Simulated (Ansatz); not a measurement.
**Hf3SnS8: zone-centre modes**

These are results of DFT PBE, scalar-relativistic, plane waves, PAW (Ansatz), not measurements. Settings: 420 eV plane-wave cutoff, Γ-centred 6×6×6 mesh, Fermi-Dirac smearing of 0.15 eV. No spin polarisation. Phonons by linear response, acoustic sum rule imposed.

The cell, relaxed at this level:
```
CELL_PARAMETERS angstrom
3.67866 2.12388 6.12847
-3.67866 2.12388 6.12847
0.00000 -4.24775 6.12847
ATOMIC_POSITIONS crystal
Hf 0.50000 0.50000 0.00000
Hf 0.50000 0.00000 0.50000
Hf 0.00000 0.50000 0.50000
Sn 0.50000 0.50000 0.50000
S 0.74949 0.74949 0.26070
S 0.74480 0.74480 0.74480
S 0.74949 0.26070 0.74949
S 0.26070 0.74949 0.74949
S 0.25051 0.25051 0.73930
S 0.25520 0.25520 0.25520
S 0.25051 0.73930 0.25051
S 0.73930 0.25051 0.25051
```

It was reached by relaxing an invented guess, and it needn't be the stable form of this composition. In a metal, frequencies depend on the k mesh and the smearing, soft modes most. Spin–orbit coupling is left out, which matters for heavy elements. A semilocal functional can close a gap that the real compound has.

Optical modes at Γ:
| frequency (meV) | degeneracy |
| --- | --- |
| 4.9 | 1 |
| 5.2 | 2 |
| 7.9 | 2 |
| 11.7 | 2 |
| 13.0 | 1 |
| 18.1 | 1 |
| 21.2 | 2 |
| 22.0 | 2 |
| 22.3 | 1 |
| 23.0 | 1 |
| 24.3 | 2 |
| 28.8 | 1 |
| 29.6 | 2 |
| 30.8 | 1 |
| 32.1 | 2 |
| 32.3 | 2 |
| 32.8 | 1 |
| 34.8 | 1 |
| 35.8 | 2 |
| 36.8 | 1 |
| 39.3 | 1 |
| 39.4 | 2 |

All 33 optical modes at Γ are real: no displacement of atoms at fixed cell lowers the energy to second order. Strains and modes at other wave vectors aren't tested by this run.
